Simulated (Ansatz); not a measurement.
C:
```cif
data_C12
_chemical_formula_sum 'C12'
_space_group_name_H-M_alt 'R-3m :H'
_space_group_IT_number 166
_space_group_name_Hall '-R 3 2"'
_cell_length_a 2.45572
_cell_length_b 2.45572
_cell_length_c 21.91607
_cell_angle_alpha 90.000
_cell_angle_beta 90.000
_cell_angle_gamma 120.000
loop_
_atom_site_label
_atom_site_type_symbol
_atom_site_symmetry_multiplicity
_atom_site_Wyckoff_symbol
_atom_site_fract_x
_atom_site_fract_y
_atom_site_fract_z
_atom_site_occupancy
C1 C 6 c 0.00000 0.00000 0.08074 1
C2 C 6 c 0.00000 0.00000 0.25259 1
```
(The calculation used a cell of 4 atoms; values per cell refer to that cell.)

Relaxed with r²SCAN.

Task: Which orbitals make up the states near the Fermi level in DFT-r²SCAN in the program Ansatz with PAW potentials?

Result: Within 0.5 eV of the Fermi level: C 2p 99 %. Projections are on Löwdin-orthogonalised atomic valence shells; empty p or d shells of many metals are not among them.

Task: Tabulate the density of states.

Result: States/eV per cell of 4 atoms, in 0.25 eV bins, energy from the Fermi level.

```
E (eV)  total  C 2p  C 2s
------  -----  ----  ----
-7.85    1.23  1.13  0.09
-7.60    1.42  1.32  0.09
-7.35    1.66  1.55  0.09
-7.10    1.60  1.53  0.06
-6.85    2.21  2.13  0.06
-6.60    1.73  1.66  0.06
-6.35    1.42  1.36  0.04
-6.10    1.41  1.36  0.04
-5.85    1.26  1.21  0.04
-5.60    1.28  1.24  0.03
-5.35    1.23  1.20  0.03
-5.10    1.16  1.13  0.02
-4.85    1.13  1.10  0.02
-4.60    1.10  1.08  0.01
-4.35    1.08  1.06  0.01
-4.10    1.06  1.05  0.01
-3.85    1.04  1.04  0.01
-3.60    1.05  1.04  0.00
-3.35    0.97  0.97  0.00
-3.10    0.71  0.71  0.00
-2.85    0.85  0.85  0.00
-2.60    0.84  0.84  0.00
-2.35    0.82  0.82  0.00
-2.10    0.61  0.61  0.00
-1.85    0.46  0.46  0.00
-1.60    0.37  0.37  0.00
-1.35    0.29  0.29  0.00
-1.10    0.23  0.23  0.00
-0.85    0.17  0.17  0.00
-0.60    0.12  0.12  0.00
-0.35    0.06  0.06  0.00
-0.10    0.02  0.02  0.00
0.15     0.03  0.03  0.00
0.40     0.07  0.07  0.00
0.65     0.15  0.15  0.00
0.90     0.21  0.20  0.00
1.15     0.32  0.31  0.00
1.40     0.59  0.57  0.00
1.65     0.77  0.74  0.00
1.90     0.77  0.74  0.00
2.15     0.84  0.81  0.00
2.40     0.69  0.66  0.00
2.65     0.59  0.57  0.00
2.90     0.54  0.51  0.00
3.15     0.50  0.48  0.00
3.40     0.47  0.45  0.00
3.65     0.45  0.43  0.00
3.90     0.49  0.41  0.00
4.15     0.51  0.39  0.00
4.40     0.52  0.38  0.00
4.65     0.53  0.37  0.00
```

The workflow started from a Materials Project entry (that database holds measured and hypothetical structures alike); the Crystallography Open Database files this formula in space group No. 166, but the cells were not matched. It is not the phase usual at ambient conditions (space group No. 194, 227). The cell was relaxed with r²SCAN under the symmetry of its start; its stability against distortions is not shown here. A crystal of weakly bound layers computed without a dispersion correction: the cell and the soft elastic constants depend strongly on that.

Potentials: the later of the program's two PAW sets.
